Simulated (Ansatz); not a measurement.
**MgS (Fm-3m): volume and gaps against pressure**

```
Mg S
1.0
     2.56418    2.56418    0.00000
    -2.56418    2.56418    0.00000
     0.00000    2.56418    2.56418
Mg S
1 1
Cartesian
  0.0000 0.0000 0.0000
  0.0000 2.5642 0.0000
```

This is the zero-pressure cell under LDA. Cell and atoms are relaxed by PAW (default files of Ansatz 0.2.0, cutoff 420 eV, stress met within about 0.05 GPa) at each pressure, in this structure whether or not another phase would take over; P is the pressure reached, less that of this cell. Levels come from LDA, all-electron LAPW in Ansatz 0.2.0, scalar-relativistic; k mesh 8×8×8, fixed occupations, basis error target 0.5 meV/atom. Conduction levels are in eV over the valence top (at Γ), at fixed fractional wave vectors. Zone-centre phonons come from finite displacements by PAW, without the LO-TO term.

```tsv
P (GPa)	V/V₀	X	Γ	L	T1u TO (cm⁻¹)
-2.02	1.0258	2.599	3.624	4.396	234.4
0.00	1.0000	2.651	3.831	4.432	252.2
1.97	0.9777	2.697	4.020	4.463	267.9
4.00	0.9571	2.739	4.204	4.491	282.7
6.96	0.9305	2.794	4.454	4.528	302.3
9.96	?	?	?	?	?
14.96	0.8729	2.916	5.056	4.604	347.4
```

Task: Fit the third-order Birch-Murnaghan equation to the rows shown.

Result: With f = [(V₀/V)^(2/3) − 1]/2, the normalised pressure F = P/[3f(1 + 2f)^(5/2)] is 83.2 GPa at f = -0.0084, 83.6 GPa at f = 0.0076, 83.6 GPa at f = 0.0148, 83.7 GPa at f = 0.0246, 83.8 GPa at f = 0.0474. The line F = B₀[1 + (3/2)(B′ − 4)f] gives B₀ = 83.4 GPa and B′ = 4.1.

Task: What are the volume deformation potentials and pressure coefficients of these levels at zero pressure?

Result: 

| level | dE/dlnV (eV) | dE/dP = −(dE/dlnV)/B₀ (meV/GPa) | mean slope up to 2.0 GPa (meV/GPa) |
| --- | --- | --- | --- |
| X | -2.03 | 24.3 | 23.0 |
| Γ | -8.25 | 98.9 | 95.7 |
| L | -1.40 | 16.8 | 15.8 |

dE/dlnV is the slope of a cubic fit in ln V at V₀. The last column is read from two rows and shows how the slope bends with pressure.

Task: What mode Grüneisen parameters follow?

Result: γ = −d ln ω/d ln V at V₀ from a quadratic fit in ln V: T1u 2.74.

Task: Fill the row at 9.96 GPa.

Result: The fits give V/V₀ = 0.9068 and X = 2.844 eV. Computed: V/V₀ = 0.9068, X = 2.844, Γ = 4.691, L = 4.560, T1u TO (cm⁻¹) = 320.4.

Limits of these numbers: no other phase was computed; many crystals of this kind change structure within this range, and rows or crossings beyond such a change describe a metastable lattice; the frozen-core PAW files of the relaxations were fitted under PBE, their cores solved anew for this functional; semilocal gaps are low, and the spacing of valleys can be off by tenths of an eV; levels are read at fixed fractional k, so an edge that moves off these points is missed.
